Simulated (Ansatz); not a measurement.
PbSe: the volume at rest

PbSe in the rock-salt structure, starting from this typed cell of 29.94 Å³ an atom.

```
Pb Se
1.0
     0.00000    3.10500    3.10500
     3.10500    0.00000    3.10500
     3.10500    3.10500    0.00000
Pb Se
1 1
Cartesian
  0.0000 0.0000 0.0000
  3.1050 3.1050 3.1050
```

Method (Ansatz, development build): k mesh 6×6×6; fixed occupations; no spin. Cell and atoms are relaxed to zero stress with the symmetry kept and no dispersion correction.

Caveats: coarse k mesh.

**Question.** What volume results under PBE, and how much do the potentials matter?

**Answer.** 
| functional | potentials | cutoff (eV) | volume (Å³/atom) | change (%) |
| --- | --- | --- | --- | --- |
| PBE | all-electron PAW datasets (no frozen core) | 280 | 30.04 | 0.3 |
| PBE | Ansatz hand-made PAW | 580 | 30.04 | 0.3 |
| PBE | PseudoDojo norm-conserving | 1170 | 29.97 | 0.1 |
| PBE | Ansatz norm-conserving | 1170 | 30.03 | 0.3 |
